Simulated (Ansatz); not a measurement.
The start is a generated trial cell of MgAu in the AFLOW prototype AB_cF16_227_a_b (B32, as in NaTl). Cell shape, volume and atoms are optimised at zero target pressure with PBEsol (plane waves to 420 eV, PAW, scalar-relativistic; Ansatz, an electronic-structure program). The first steps use a coarse 9×9×9 k-mesh.

Starting cell:
```
MgAu
1.0
    0.00000     3.27354     3.27354
    3.27354     0.00000     3.27354
    3.27354     3.27354     0.00000
Mg Au
2 2
Direct
  0.75000   0.75000   0.75000
  0.50000   0.50000   0.50000
  0.00000   0.00000   0.00000
  0.25000   0.25000   0.25000
```

Q: How much energy is released per atom?

A: Under 0.01 eV/atom.

Q: How does the volume change?

A: -0.6 %, from 17.54 to 17.43 Å³/atom.

Q: How do the shortest distances between atoms change?

A: The closest pairs of elements (up to four, under 3.6 Å), start → end: Au–Mg 2.83 → 2.83 Å; Mg–Mg 2.83 → 2.83 Å; Au–Au 2.83 → 2.83 Å.

Q: Is the relaxed structure metallic? Give its gap.

A: No gap (metallic).

Q: What does it relax into? Give the structure.

A: 
```cif
data_Au8Mg8
_chemical_formula_sum 'Mg8 Au8'
_space_group_name_H-M_alt 'Fd-3m :1'
_space_group_IT_number 227
_space_group_name_Hall 'F 4d 2 3 -1d'
_cell_length_a 6.53360
_cell_length_b 6.53360
_cell_length_c 6.53360
_cell_angle_alpha 90.000
_cell_angle_beta 90.000
_cell_angle_gamma 90.000
loop_
_atom_site_label
_atom_site_type_symbol
_atom_site_symmetry_multiplicity
_atom_site_Wyckoff_symbol
_atom_site_fract_x
_atom_site_fract_y
_atom_site_fract_z
_atom_site_occupancy
Mg1 Mg 8 a 0.00000 0.00000 0.00000 1
Au1 Au 8 b 0.50000 0.50000 0.50000 1
```
(The calculation used a cell of 4 atoms; values per cell refer to that cell.)

The space group stays Fd-3m (No. 227) (the run could not lower it); the end is AFLOW prototype AB_cF16_227_a_b (B32, as in NaTl), with 4 atoms in the primitive cell. Final values are on a 12×12×12 k-mesh of the relaxed cell. No spin polarisation in the result.

The run could not lose the symmetry of its start, so the end can be a saddle point.

All atoms sit on sites fixed by symmetry, so only the cell could relax.

The relaxed structure here is a generated cell of MgAu: the first start was made by placing the elements on the sites of a structure type, and the end was not matched to a known phase here, so it may be hypothetical.
